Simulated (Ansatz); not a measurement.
The end point of a relaxation of ZnS. All values below come from PBE (plane waves to 420 eV, PAW, scalar-relativistic; Ansatz, a first-principles code).

```xyz
8
Lattice="3.8476 0.0000 0.0000 -1.9238 3.3321 0.0000 0.0000 0.0000 12.5895" Properties=species:S:1:pos:R:3 pbc="T T T"
S      0.0000     0.0000    12.1745
S      0.0000     0.0000     5.8797
S      0.0000     2.2214     9.0315
S      1.9238     1.1107     2.7367
Zn     0.0000     0.0000     9.8178
Zn     0.0000     0.0000     3.5230
Zn     1.9238     1.1107     0.3752
Zn     0.0000     2.2214     6.6700
```

Find the space group and the Wyckoff positions (tolerance 0.01 Å).

Space group P6₃mc (No. 186); a = b = 3.848 Å, c = 12.590 Å, α = β = 90.00°, γ = 120.00°

```
atom  site  symmetry       x       y       z
----  ----  --------  ------  ------  ------
S       2a       3m.  0.0000  0.0000  0.4670
S       2b       3m.  0.6667  0.3333  0.2174
Zn      2a       3m.  0.0000  0.0000  0.2798
Zn      2b       3m.  0.6667  0.3333  0.0298
```

This is the AFLOW prototype AB_hP8_186_ab_ab (B5, as in SiC).

Give the shortest distances between elements (the closest pairs, up to four, under 3.6 Å).

S–Zn 2.36 Å.

- Volume per atom: 20.18 Å³
- Band gap: 2.04 eV, direct at Γ (no spin-orbit coupling)

No spin polarisation in the result.

It was reached from a disturbed copy of a P4₂/mmc (No. 131) cell, against which it lies -0.90 eV/atom.

The first start was generated by a random draw of sites in a space group. A measured structure of ZnS has the same space group, P6₃mc (No. 186); the sites were not compared with it.
